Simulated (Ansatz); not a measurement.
Input file for Ansatz (a quantum-chemistry and plane-wave program):

Ansatz 0.2 input:
```yaml
crystal:
  lattice:
    - [-2.9413024532, 2.9457344303, 4.089256472]
    - [2.9413024532, -2.9457344303, 4.089256472]
    - [2.9413024532, 2.9457344303, -4.089256472]
  atoms:
    - { symbol: La, position: [0.75, 0.978423121, 0.228423121] }
    - { symbol: La, position: [0.25, 0.521576879, 0.271576879] }
    - { symbol: Zr, position: [0.0156354359, 0.75, 0.7656354359] }
    - { symbol: Zr, position: [0.4843645641, 0.25, 0.7343645641] }
    - { symbol: N, position: [0.3138887716, 0.5638887716, 0.75] }
    - { symbol: N, position: [0.1861112284, 0.9361112284, 0.25] }
    - { symbol: O, position: [0.75, 0.3911793539, 0.6411793539] }
    - { symbol: O, position: [0.25, 0.1088206461, 0.8588206461] }
    - { symbol: O, position: [0.8093266851, 0.5593266851, 0.25] }
    - { symbol: O, position: [0.6906733149, 0.9406733149, 0.75] }
kpoints:
  mp_grid: { grid: [6, 6, 6] }
hamiltonian:
  xc: r2scan
  pseudopotentials: { azcp: { folder: ./paw }, kind: paw }
scf:
  occupations: { method: fixed }
output:
  optics: { e_range: [0.0, 15.0], de: 0.05, sigma: 0.1, bands: { spectra_wanted_up_to: 12 eV } }
```

Output (shortened):

```
output.optics: the spectra are integrated over the Brillouin zone by k·p interpolation around the k-points, where levels, occupations, output.optics.sigma and …
Pseudopotential: La, paw, valence charge 11
Pseudopotential: Zr, paw, valence charge 12
Pseudopotential: N, paw, valence charge 5
Pseudopotential: O, paw, valence charge 6
Functional definition: r2SCAN
Crystal: 10 atoms, lattice volume = 141.722 Å³
Basis set: ecut = 500 eV, 3631 PW (Γ), exchange–correlation on 180×180×180 points (64 copies of the dense FFT grid, shifted against one another)
Bands: 50, of which v1, the nominal top of the filled ones, is band 40 counted from 1 (39 counted from 0)
Symmetry: 4 space group operations
Space group: I212121 (ITA 24), of the structure as read, at distance tolerance 5.2e-5 Å
k-points: 46 of 216 (time reversal used)
SCF iter   1: F=—  HF=-23986.743402 eV  |F-HF|=—  |Δ(HF+E_count)|=         —  Δρ=9.42e-2  dr2=1.89e1  dr2_τ=1.33e0  ethr=3.10e-3  ⟨swp⟩=4.2  Hψ=7412  notcnv=0  defer=296
preconditioner: auto → Resta (q_TF=auto, 2.480 Å⁻¹)
SCF iter   2: F=—  HF=-23983.796978 eV  |F-HF|=—  |Δ(HF+E_count)|=    2.95e0  Δρ=3.85e-2  dr2=1.83e0  dr2_τ=5.41e-1  ethr=3.10e-3  ⟨swp⟩=4.1  Hψ=5252  notcnv=0  defer=290
SCF iter   3: F=—  HF=-23983.906784 eV  |F-HF|=—  |Δ(HF+E_count)|=   1.10e-1  Δρ=2.13e-2  dr2=6.44e-1  dr2_τ=2.97e-2  ethr=2.29e-3  ⟨swp⟩=3.1  Hψ=3897  notcnv=0  defer=328
SCF iter   4: F=—  HF=-23983.954670 eV  |F-HF|=—  |Δ(HF+E_count)|=   4.79e-2  Δρ=6.40e-3  dr2=6.41e-2  dr2_τ=1.07e-2  ethr=8.05e-4  ⟨swp⟩=4.4  Hψ=3937  notcnv=0  defer=358
SCF iter   5: F=—  HF=-23983.945305 eV  |F-HF|=—  |Δ(HF+E_count)|=   9.36e-3  Δρ=2.22e-3  dr2=5.99e-3  dr2_τ=4.71e-4  ethr=8.01e-5  ⟨swp⟩=3.0  Hψ=4154  notcnv=0  defer=364
SCF iter   6: F=—  HF=-23983.946427 eV  |F-HF|=—  |Δ(HF+E_count)|=   1.12e-3  Δρ=5.90e-4  dr2=4.33e-4  dr2_τ=4.53e-5  ethr=7.49e-6  ⟨swp⟩=3.1  Hψ=3869  notcnv=0  defer=368
SCF iter   7: F=—  HF=-23983.946493 eV  |F-HF|=—  |Δ(HF+E_count)|=   6.63e-5  Δρ=1.54e-4  dr2=3.15e-5  dr2_τ=2.18e-6  ethr=5.41e-7  ⟨swp⟩=2.0  Hψ=3171  notcnv=0  defer=367
SCF iter   8: F=—  HF=-23983.946489 eV  |F-HF|=—  |Δ(HF+E_count)|=   4.02e-6  Δρ=9.19e-5  dr2=9.14e-6  dr2_τ=1.09e-6  ethr=3.94e-8  ⟨swp⟩=2.0  Hψ=3668  notcnv=0  defer=359
SCF iter  14: F=-23983.946602 eV  HF=-23983.946602 eV  |F-HF|=1.46e-11  |Δ(HF+E_count)|=    0.00e0  Δρ=2.71e-8  dr2=1.32e-12  dr2_τ=5.66e-14  ethr=1.00e-12  ⟨swp⟩=16.0  Hψ=11873  notcnv=0
SCF 1 converged in 14 iterations: F = -23983.946602 eV  dr2 = 1.32e-12
NSCF: frozen V_eff on 46 k-points
Optics k sum: 0 of 46 k-points
Optics k sum: 3 of 46 k-points
Optics k sum: 5 of 46 k-points
Optics k sum: 7 of 46 k-points
Optics k sum: 10 of 46 k-points
Optics k sum: 12 of 46 k-points
Optics k sum: 14 of 46 k-points
Optics k sum: 17 of 46 k-points
Optics k sum: 19 of 46 k-points
Optics k sum: 21 of 46 k-points
Optics k sum: 23 of 46 k-points
Optics k sum: 26 of 46 k-points
Optics k sum: 28 of 46 k-points
Optics k sum: 30 of 46 k-points
Optics k sum: 33 of 46 k-points
Optics k sum: 35 of 46 k-points
Optics k sum: 37 of 46 k-points
Optics k sum: 40 of 46 k-points
Optics k sum: 42 of 46 k-points
Optics k sum: 44 of 46 k-points
Optics k sum: 46 of 46 k-points
Optics k sum: 0 of 46 k-points
Optics k sum: 3 of 46 k-points
Optics k sum: 5 of 46 k-points
Optics k sum: 7 of 46 k-points
Optics k sum: 10 of 46 k-points
Optics k sum: 12 of 46 k-points
Optics k sum: 14 of 46 k-points
Optics k sum: 17 of 46 k-points
Optics k sum: 19 of 46 k-points
Optics k sum: 21 of 46 k-points
Optics k sum: 23 of 46 k-points
Optics k sum: 26 of 46 k-points
Optics k sum: 28 of 46 k-points
Optics k sum: 30 of 46 k-points
Optics k sum: 33 of 46 k-points
Optics k sum: 35 of 46 k-points
Optics k sum: 37 of 46 k-points
Optics k sum: 40 of 46 k-points
Optics k sum: 42 of 46 k-points
Optics k sum: 44 of 46 k-points
Optics k sum: 46 of 46 k-points
NSCF: frozen V_eff on 1 k-points
NSCF: frozen V_eff on 1 k-points
NSCF: frozen V_eff on 1 k-points
NSCF: frozen V_eff on 1 k-points
output.optics: what the bands over the 81 summed would add to eps1, eps2 and the energy-loss function is held between a lower and an upper bound (17 Lanczos …
SCF converged after 14 iterations
Free energy (F): -23983.946602 eV
Harris-Foulkes:  -23983.946602 eV  (|F-HF|=1.46e-11)
Internal energy: -23983.946602 eV  (E = F + TS)
E sigma→0 (E₀):  -23983.946602 eV
Fermi energy:    11.466025 eV
--- Per-component energies (eV) ---
  E_band       = -198.857853
  E_kinetic    = 1945.088180
  E_local      = -3336.776375  (includes V_loc(G=0)·N_el)
  E_nonlocal   = 592.014939
  E_hartree    = 1192.791251
  E_xc         = -977.247114
  E_vxc        = -1304.958883  (∫ρ·V_xc dr)
  E_paw        = -17755.996435  (= ΣΔE_a)
  E_vpaw       = -555.713199  (= ΣTr[D̂ρ^β])
  E_aug_tail   = 0.001093  (compensation charges beyond the density's cutoff)
  E_vtau       = 75.903875  (kinetic-family band-sum trace: ∫τ·v_τ [+ j·A + Jᵃ·Aᵃ] dr)
  E_ewald      = -5643.442209
  E_core_change = -0.379932  (= ΣΔE_core)
  E_smearing   =  0.000000  (= −TS)
  E_closure    = 0.000000  (closes the sum)
  Σ components = -23983.946602   (vs F -23983.946602, Δ=0.00e0)
  [band-id]    e_kinetic+e_local+e_nonlocal+2·e_hartree+e_vxc+e_vpaw+e_augmentation_tail+e_vtau = -198.857867   (vs E_band -198.857853, Δ=-1.47e-5)
--- Band table (eV; the first three rows and the last of 46) ---
  k-point 0: bands = ["-37.8044", "-37.7935", "-20.5218", "-20.4234", "-15.5049", "-15.3851", "-15.3731", "-15.2444", "-15.2143", "-15.1925", "-7.2952", "-6.9320", "-6.7879", "-6.2887", "-4.3266", "-4.1699", "-3.7443", "-3.6600", "-3.4859", "-3.4181", …
  k-point 1: bands = ["-37.8036", "-37.7943", "-20.5147", "-20.4313", "-15.5084", "-15.3831", "-15.3318", "-15.2511", "-15.2419", "-15.1993", "-7.2865", "-6.9483", "-6.8640", "-6.2730", "-4.3592", "-4.1395", "-3.7810", "-3.5434", "-3.4800", "-3.3417", …
  k-point 2: bands = ["-37.8019", "-37.7959", "-20.4997", "-20.4479", "-15.5154", "-15.3886", "-15.3368", "-15.2390", "-15.2358", "-15.1969", "-7.4359", "-6.9286", "-6.8419", "-6.3251", "-4.3915", "-4.0712", "-3.7348", "-3.5657", "-3.3603", "-3.2040", …
  k-point 45: bands = ["-37.8001", "-37.7977", "-20.5003", "-20.4491", "-15.5084", "-15.4004", "-15.3812", "-15.2303", "-15.2059", "-15.1817", "-7.2754", "-7.1089", "-6.8890", "-6.2680", "-4.7193", "-3.7557", "-3.6882", "-3.6339", "-3.5476", "-3.1442", …
```

Cost: very roughly 12 core-minutes on shared cores.

Space group I2_12_12_1. The start of the workflow was typed in or built on a structure type; neither database checked (COD, Materials Project) lists it. Whether it is the stable phase at ambient conditions was not checked. Symmetry was held in the r²SCAN relaxation; whether a distortion lowers the energy is not shown. The run is not spin-polarised. Spin–orbit coupling is left out wherever it is not named.

Potentials: the earlier of the program's two PAW sets.

Ansatz is a plane-wave DFT program.
